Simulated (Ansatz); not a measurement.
Rb:
```
Rb
1.0
   -2.68548     2.68548     2.68548
    2.68548    -2.68548     2.68548
    2.68548     2.68548    -2.68548
Rb
1
Direct
  0.00000   0.00000   0.00000
```

Relaxed with LDA. Special points in fractions of this cell's reciprocal vectors: Γ (0.000, 0.000, 0.000); H (0.500, -0.500, 0.500); N (0.000, 0.000, 0.500); P (0.250, 0.250, 0.250).

Task: List the band energies nearest the Fermi level at these points for plane-wave PAW LDA (Ansatz code).

Result: In eV from the Fermi level; about four levels below and three above (degenerate sets whole), none deeper than 8.9 eV; points with the same levels are listed once.

| k | below | above |
|---|---|---|
| Γ | -2.23 | 3.71 3.71 3.71 |
| H | – | 1.14 1.14 3.67 3.67 3.67 |
| N | – | 0.14 0.96 2.53 |
| P | – | 1.36 1.36 1.36 |

Space group Im-3m (bcc (W type)). The cell was relaxed with LDA under the symmetry of its start. Spin–orbit coupling is left out wherever it is not named.

Potentials: the earlier of the program's two PAW sets.
